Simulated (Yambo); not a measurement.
SrTiO3 (cubic perovskite, space group Pm-3m, No. 221): the exchange self-energy on PBEsol orbitals (Yambo, 4×4×4 mesh) holds the Coulomb divergence, which is integrated with random points (RandQpts).

```
random points  exchange-only gap R → Γ (eV)  shift of the valence edge (eV)  gap against the reference (meV)
-------------  ----------------------------  ------------------------------  -------------------------------
1,000                                 14.15                           -4.96                              -83
10,000                                14.08                           -4.87                             -158
100,000                               14.26                           -5.11                               22
1,000,000                             14.24                           -5.09                                6
5,000,000                             14.24                           -5.08                        reference
```

From 1,000,000 points on, the gap stays within 20 meV of the run with most points. The error is statistical; each row is a single draw, so the rows fix no rate of convergence.

Geometry of the Materials Project entry, not relaxed at this level; primitive cell a = 3.9127 Å, b = 3.9127 Å, c = 3.9127 Å, α = 90.00°, β = 90.00°, γ = 90.00°.

A shift is the quasiparticle energy of the state minus its PBEsol energy.
